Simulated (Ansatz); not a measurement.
Straining MnPt

Theory: DFT PBEsol, scalar-relativistic, plane waves, PAW (Ansatz). Settings: 420 eV cutoff, 14×14×12 k-mesh, Gaussian smearing of 0.10 eV, collinear spin.

Starting point, cell and atoms relaxed:

```
Mn Pt
1.0
     2.87651    0.00000    0.00000
     0.00000    2.87651    0.00000
     0.00000    0.00000    3.48710
Mn Pt
1 1
Direct
  0.00000 0.00000 0.00000
  0.50000 0.50000 0.50000
```

Deformation: shear that moves c along a by the strain times its height over the a-b plane, the cell held and the atoms relaxed, all within the symmetry that the strain leaves. Energies are extrapolated to zero smearing.

Spin-orbit coupling is left out, which matters for the bands and energies of heavy elements.

| strain (%) | ΔE (meV/atom) | a (Å) | b (Å) | c (Å) | moment (μB/cell) |
| --- | --- | --- | --- | --- | --- |
| +0.0 | 0.0 | 2.877 | 2.877 | 3.487 | 4.31 |
| +1.0 | 0.5 | 2.877 | 2.877 | 3.487 | 4.31 |
| +2.0 | 2.0 | 2.877 | 2.877 | 3.488 | 4.31 |
| +3.0 | 4.5 | 2.877 | 2.877 | 3.489 | 4.31 |
| +4.0 | 8.1 | 2.877 | 2.877 | 3.490 | 4.30 |
| +6.0 | 18.0 | 2.877 | 2.877 | 3.493 | 4.29 |

(1) What stiffness (1/V) d²E/dε² at zero strain does a cubic fit over all points give?

Results:

(1) A cubic fit gives (1/V) d²E/dε² = 114 GPa at zero strain (the shear constant for this plane and direction).